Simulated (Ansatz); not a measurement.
In2S3 in space group I4_1/amd (No. 141; Pearson symbol tI80), PBE (plane waves, PAW; program Ansatz), all energies at zero smearing, with the estimated change up to a 700 eV cutoff added, with one set of potentials and settings (totals compare only within such a set). Cell of 40 atoms (16 In, 24 S): -111237.450 eV.

```csv
element,reference phase,E (eV/atom)
In,"I4/mmm, 1 atoms in the cell",-5597.8481
S,"Fddd, 32 atoms in the cell",-902.0599
```

Formation energy per atom, worked out: (-111237.450 − 16×(-5597.8481) − 24×(-902.0599))/40 = -0.561 eV/atom (-54 kJ per mol of atoms), at 0 K, without zero-point energy or fitted corrections.

The first step of the workflow began from a Materials Project structure, measured or hypothetical; the Crystallography Open Database files this formula in space group No. 141, but the cells were not matched. Whether it is the stable phase at ambient conditions was not checked. Symmetry was held in the PBE relaxation; its stability against distortions is not shown here. The references are the lowest solids computed at this level, not always the standard phases.

Potentials: the later of the program's two PAW sets.
